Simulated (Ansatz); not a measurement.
Given:

Si:
```yaml
crystal:
  lattice:
    - [5.29368, 0.00000, 0.00000]
    - [0.00000, 5.29368, 0.00000]
    - [0.00000, 0.00000, 5.29368]
  atoms:
    - { symbol: Si, position: [0.23550, 0.23550, 0.23550] }
    - { symbol: Si, position: [0.00000, 0.50000, 0.50000] }
    - { symbol: Si, position: [0.23550, 0.76450, 0.76450] }
    - { symbol: Si, position: [0.50000, 0.00000, 0.50000] }
    - { symbol: Si, position: [0.76450, 0.23550, 0.76450] }
    - { symbol: Si, position: [0.50000, 0.50000, 0.00000] }
    - { symbol: Si, position: [0.76450, 0.76450, 0.23550] }
```

This is the PBE-relaxed structure.

Task: All from DFT-PBE in the program Ansatz with PAW potentials, unless another level is named. Give the electronic character.

Result: metallic (no gap).

Task: What about the density of states at the Fermi level?

Result: 0.39 states/eV per atom (mean over ±0.08 eV).

Space group P-43m. The start of the workflow was typed in or built on a structure type; neither database checked (COD, Materials Project) lists it. It is not the phase usual at ambient conditions (space group No. 227). Symmetry was held in the PBE relaxation; its stability against distortions is not shown here.

Potentials: the later of the program's two PAW sets.
